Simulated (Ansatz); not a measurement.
Starting cell, SiC (wurtzite):

```yaml
crystal:
  lattice:
    - [3.09195, 0.00000, 0.00000]
    - [-1.54598, 2.67771, 0.00000]
    - [0.00000, 0.00000, 5.07427]
  atoms:
    - { symbol: Si, position: [0.66667, 0.33333, 0.00052] }
    - { symbol: Si, position: [0.33333, 0.66667, 0.50052] }
    - { symbol: C, position: [0.66667, 0.33333, 0.62468] }
    - { symbol: C, position: [0.33333, 0.66667, 0.12468] }
```

In this cell atom 2 (Si, nearest neighbour C at 1.893 Å; its periodic images, 3.1 Å or more away, move with it) is moved by s towards the nearest neighbour, unit vector (0.000, 0.943, 0.333); all other atoms and the cell stay fixed.

Computed with PBE (plane waves to 420 eV, PAW, scalar-relativistic; Ansatz, a first-principles code). k mesh 10×10×5 (Γ-centred), Fermi-Dirac smearing 0.05 eV. Energies are smeared free energies. Compression counts positive. F∥ is the force on the atom along that direction. F⊥ is the part of the force across the line. SiC was relaxed with its symmetry unable to fall. ΔE is measured from the undisplaced structure.

```csv
s (Å),ΔE (eV/cell),F∥ (eV/Å),|F⊥| (eV/Å),P (GPa)
-0.190,0.289,2.690,0.478,1.6
-0.152,0.194,2.317,0.371,1.1
-0.114,0.114,1.867,0.270,0.6
-0.076,0.053,1.335,0.175,0.3
-0.038,0.014,0.715,0.085,0.1
0.000,0.000,0.000,0.000,0.0
0.038,0.015,-0.818,0.082,0.1
0.076,0.064,-1.750,0.160,0.4
0.114,0.150,-2.808,0.236,1.0
0.152,0.279,-4.009,0.310,1.8
0.190,0.457,-5.372,0.383,2.9
```

Read from the data:

| Item | Result |
|---|---|
| Energy at s = 0.190 Å | 457 meV/cell |
| Force along the line at s = -0.190 Å | 2.69 eV/Å |
| Symmetry of the curve | not even: the positive side lies higher at ±0.190 Å |
| Shape of the curve | a single well with its minimum at or next to zero displacement |
| Force constant k = d²E/ds² at s = 0 (finite differences) | 20.1 eV/Å² |
| Harmonic estimate at the end of the scan | ½ks² = 363 meV/cell against the computed 457 meV/cell, so the well is stiffer than harmonic there |

The 11 points together took about 60 core-seconds (a rough figure).

(For displaced atoms, the force is minus the slope of the energy, and its curvature is a force constant, which sets phonon frequencies.)
